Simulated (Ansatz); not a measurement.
Computed properties of Ge

Ge:
```
Ge
1.0
    4.94584     2.85548     1.97008
   -4.94584     2.85548     1.97008
    0.00000    -5.71096     1.97008
Ge
8
Cartesian
  0.00000   0.00000   4.21290
  0.00000   0.00000   1.69734
 -3.44261  -0.88074   2.48570
  3.44261   0.88074   3.42454
  2.48405  -2.54102   2.48570
 -2.48405   2.54102   3.42454
  0.95856   3.42176   2.48570
 -0.95856  -3.42176   3.42454
```

Space group R-3 (No. 148); conventional cell a = 9.892 Å, b = 9.892 Å, c = 5.910 Å, α = 90.00°, β = 90.00°, γ = 120.00°.

Method: DFT-r²SCAN in the program Ansatz with PAW potentials. The cell and atoms are relaxed at this level. Other levels are named where they apply.

### Cell and energy

| Item | Result |
|---|---|
| Volume per atom | 20.87 Å³ |
| Density | 5.78 g/cm³ |

### Electronic structure

| Item | Result |
|---|---|
| Electronic character | metallic (no gap) |
| Density of states at the Fermi level | 0.05 states/eV per atom (mean over ±0.08 eV) |
| Gap with spin–orbit coupling | none (metallic) |

### Mechanics

| Item | Result |
|---|---|
| Bulk modulus (Birch–Murnaghan fit) | 64.0 GPa |
| Pressure derivative B′ | 4.9 |

### Phonons

| Item | Result |
|---|---|
| Highest zone-centre frequency | 266 cm⁻¹ |
| Zone-centre stability | no imaginary mode at Γ |

The workflow started from a Materials Project entry (that database holds measured and hypothetical structures alike); the Crystallography Open Database copy checked does not list it. It is not the phase usual at ambient conditions (space group No. 227). Symmetry was held in the r²SCAN relaxation. As this level gives no gap, phonon frequencies hold no LO–TO term and depend on the k-mesh and smearing (Fermi–Dirac, 0.1 eV here). Scalar-relativistic: spin–orbit coupling is off unless named, which matters more the heavier the elements.

Potentials: the later of the program's two PAW sets.
